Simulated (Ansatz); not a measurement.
SiGeO$_{3}$ in space group P4mm (No. 99; Si on 1b, Ge on 1a, O on 2c, O on 1b), plane-wave PAW LDA (Ansatz code). The conduction-band minimum lies at Z, with 1 equivalent valley. Second derivatives d²E/dk² of the lowest band at one valley (eV·Å²), along Cartesian directions:

```
direction  d²E/dk²
---------  -------
[100]        16.49
[010]        16.49
[001]        23.68
[110]        16.49
[101]        20.09
[011]        20.09
```

Task: Find the principal effective masses, the density-of-states mass and the conductivity mass.

Result: Off-diagonal terms follow from H_xy = H[110] − (H_xx + H_yy)/2, and m*/mₑ = 7.620 eV·Å² over each eigenvalue: 0.32, 0.46, 0.46. One valley's DOS mass (m₁m₂m₃)^(1/3) = 0.41, conductivity mass 3/(Σ 1/mᵢ) = 0.40 mₑ.

Task: What effective density of states Nc follows at 300 K for parabolic valleys?

Result: Nc = 2.509e19 × 1 × (0.41)^(3/2) ≈ 6.6e18 cm⁻³.

The start of the workflow was typed in or built on a structure type; neither database checked (COD, Materials Project) lists it. Its standing as an ambient phase is unchecked. Symmetry was held in the LDA relaxation. At this level the phase is dynamically unstable (imaginary phonons). A crystal of weakly bound units computed without a dispersion correction: the cell and the soft elastic constants depend strongly on that. Spin–orbit coupling is left out wherever it is not named.

Potentials: the later of the program's two PAW sets.

Edges and masses are those of Kohn–Sham bands, whose gap is no quasiparticle gap.
